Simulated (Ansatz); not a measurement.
The start is a generated cell, PbSe placed in the cinnabar structure type. Cell shape, volume and atoms are optimised at zero target pressure with r2SCAN (plane waves to 500 eV, PAW, scalar-relativistic; Ansatz, a quantum-chemistry and plane-wave program). The first steps use a coarse 6×6×2 k-mesh.

The start:
```yaml
crystal:
  lattice:
    - [4.72980, 0.00000, 0.00000]
    - [-2.36490, 4.09613, 0.00000]
    - [0.00000, 0.00000, 10.83575]
  atoms:
    - { symbol: Pb, position: [0.71980, 0.00000, 0.66667] }
    - { symbol: Pb, position: [0.00000, 0.71980, 0.33333] }
    - { symbol: Pb, position: [0.28020, 0.28020, 0.00000] }
    - { symbol: Se, position: [0.48890, 0.00000, 0.16667] }
    - { symbol: Se, position: [0.00000, 0.48890, 0.83333] }
    - { symbol: Se, position: [0.51110, 0.51110, 0.50000] }
```

- Outcome: The space group goes from P3₂21 (No. 154) to Fm-3m (No. 225); the end is rock salt type, with 2 atoms in the primitive cell
- Shortest distances (start → end): The closest pairs of elements (up to four, under 3.6 Å), start → end: Pb–Se 2.70 → 3.09 Å
- Band gap at the end: 0.66 eV, direct at L (no spin-orbit coupling)
- Optimiser moves: 9

Relaxed structure:

```cif
data_Pb4Se4
_chemical_formula_sum 'Pb4 Se4'
_space_group_name_H-M_alt 'Fm-3m'
_space_group_IT_number 225
_space_group_name_Hall '-F 4 2 3'
_cell_length_a 6.17736
_cell_length_b 6.17736
_cell_length_c 6.17736
_cell_angle_alpha 90.000
_cell_angle_beta 90.000
_cell_angle_gamma 90.000
loop_
_atom_site_label
_atom_site_type_symbol
_atom_site_symmetry_multiplicity
_atom_site_Wyckoff_symbol
_atom_site_fract_x
_atom_site_fract_y
_atom_site_fract_z
_atom_site_occupancy
Pb1 Pb 4 b 0.50000 0.50000 0.50000 1
Se1 Se 4 a 0.00000 0.00000 0.00000 1
```
(The calculation used a cell of 2 atoms; values per cell refer to that cell.)

Final values are on a 9×9×9 k-mesh of the relaxed cell. No spin polarisation in the result. Spin-orbit coupling is missing; with elements this heavy it can move band edges by tenths of an eV or more.

The run could not lose the symmetry of its start; a randomly shaken copy of 4 atoms returns to this structure.
